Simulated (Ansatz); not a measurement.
Mg (hcp (Mg type), P6_3/mmc) under volume change, PBEsol in the plane-wave PAW code Ansatz, shape and atoms relaxed at each volume.

```csv
V (Å³/atom),E − E(relaxed) (meV/atom),P (GPa)
20.468,24.8,4.24
21.142,10.5,2.61
21.817,(withheld),(withheld)
22.492,0.0,0.00
23.167,(withheld),(withheld)
23.841,8.5,-1.93
24.516,18.3,-2.70
```

Q: Fill in the missing entries.

A: 
- 21.817, E − E(relaxed) (meV/atom): 2.5
- 21.817, P (GPa): 1.21
- 23.167, E − E(relaxed) (meV/atom): 2.2
- 23.167, P (GPa): -1.04

Q: What does a third-order Birch–Murnaghan fit give for V₀, B₀ and B′?

A: V₀ = 22.49 Å³/atom, B₀ = 37.2 GPa, B′ = 4.0.

The PBEsol relaxation kept the symmetry of its start.

Potentials: the earlier of the program's two PAW sets. The files were generated under PBE; for other functionals the program regenerates the frozen cores, and for LDA and PBEsol the local potential too.
